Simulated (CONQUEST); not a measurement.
Set-up for a self-consistent single point of SrTiO3 (P4/mmm, 5 atoms in the cell; from Materials Project mp-5229, changed as shown).

```
SrTiO3
1.0
    3.94909     0.00000     0.00000
    0.00000     3.87011     0.00000
    0.00000     0.00000     3.94909
Sr Ti O
1 1 3
Direct
  0.00000   0.00000   0.00000
  0.50000   0.50000   0.50000
  0.50000   0.00000   0.50000
  0.00000   0.50000   0.50000
  0.50000   0.50000   0.00000
```

Computed with PBE, numerical atomic orbitals double-zeta with polarisation (the shipped basis), PseudoDojo norm-conserving potentials made for PBE run with CONQUEST.

CONQUEST settings:

```
key                                             value
---------------------  ------------------------------
basis                                             DZP
Diag.MPMeshX, Y, Z                              6 6 6
potentials             PseudoDojo norm-conserving PBE
Grid.GridCutoff                                140 Ha
DM.SolutionMethod                              diagon
Diag.SmearingType                                   1
Diag.kT                                   0.000367 Ha
Diag.GammaCentred                                true
Diag.MPOrder                                        0
minE.SCTolerance                              1.0e-07
SC.MaxIters                                       100
SC.LinearMixingFactor                             0.5
SC.KerkerPreCondition                            true
SC.KerkerFactor                            0.1 1/bohr
AtomMove.TypeOfRun                             static
```

Results:

* **Number of valence electrons**: 40
* **Number of bands**: 72
* **Number of k-points after the program's reduction**: 154
* **Size of the basis**: 72
* **Number of SCF iterations**: 12
* **FFT grid**: 40 × 40 × 40
* **Free energy E − TS**: -3905.0307 eV
* **Top of the valence band (on the code's own zero)**: -9.28 eV
* **Gap on the k-point mesh**: 1.71 eV
* **Pressure**: 3.70 GPa

Stress (GPa, positive for compression):
```
1.90  0.00  0.00
0.00  7.29  0.00
0.00  0.00  1.90
```

Gaps are taken between levels on the mesh.

For comparison: a first run was changed to give this one (lattice vector b scaled by 0.98), and from it to this one the free energy rises by 5.3 meV/atom, the pressure goes from -0.42 to 3.70 GPa and the gap on the mesh moves little (1.706 to 1.708 eV).

The program uses no crystal symmetry, so grid and mesh can part values that symmetry would make equal. The atom-centred basis is finite, which shifts total energies, pressures and gaps against plane waves. The structure comes from a collection of computed structures, made at another level of theory; the collection holds predicted forms beside known ones. Its lattice was then scaled.

Cost on one core: roughly 8 core-minutes.
